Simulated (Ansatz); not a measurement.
Starting cell, LiCl (rock salt):

```
LiCl
1.0
    0.00000     5.11228     5.11228
    2.55614     0.00000     2.55614
    2.55614     2.55614     0.00000
Cl Li
2 2
Direct
  0.00000   0.00000   0.00000
  0.50000   0.00000   0.00000
  0.25000   0.50000   0.50000
  0.75000   0.50000   0.50000
```

A phonon eigenvector at L = (0.5, 0.0, 0.0) is frozen into this cell: atom i moves by Q times the vector below, so Q is the largest atomic displacement, in Å. The cell is held. It is one choice among 2 degenerate patterns. (q is in reciprocal vectors of the primitive cell; the cell shown is doubled to hold the pattern.)

```tsv
atom	x	y	z
Li3	-0.285	0.520	-0.805
Li4	0.285	-0.520	0.805
```

Atoms not listed stay in place.

The numbers are results of r2SCAN (plane waves to 500 eV, PAW, scalar-relativistic; Ansatz, an electronic-structure program), not measurements. k mesh 11×11×11 (Γ-centred), Fermi-Dirac smearing 0.05 eV. The energy includes the smearing's −TS. LiCl was relaxed with its symmetry unable to fall. ΔE is measured from the undisplaced structure.

| Q (Å) | ΔE (meV/cell) |
|---|---|
| -0.180 | 35.2 |
| -0.150 | 24.3 |
| -0.120 | 15.5 |
| -0.090 | 8.7 |
| -0.060 | withheld |
| -0.030 | 1.0 |
| 0.000 | 0.0 |
| 0.030 | 1.0 |
| 0.060 | withheld |
| 0.090 | 8.7 |
| 0.120 | 15.5 |
| 0.150 | 24.3 |
| 0.180 | 35.2 |

Question: Fit an even polynomial form (powers 2, 4) to the given rows and predict ΔE at Q = -0.060.

Answer: Least squares on the 11 given rows: ΔE = (1068)·Q² + (553.1)·Q⁴, in meV/cell with Q in Å; root-mean-square residual 0.02 meV/cell. At -0.060 the fit gives 3.9 meV/cell; the calculation gives 3.8 meV/cell, so the interpolation is off by 0.1 (+2.6 %). The quadratic term alone would give 3.8 meV/cell.

(A displaced cell: forces are minus the slopes of the energy, force constants its curvatures, and phonons follow from these.)
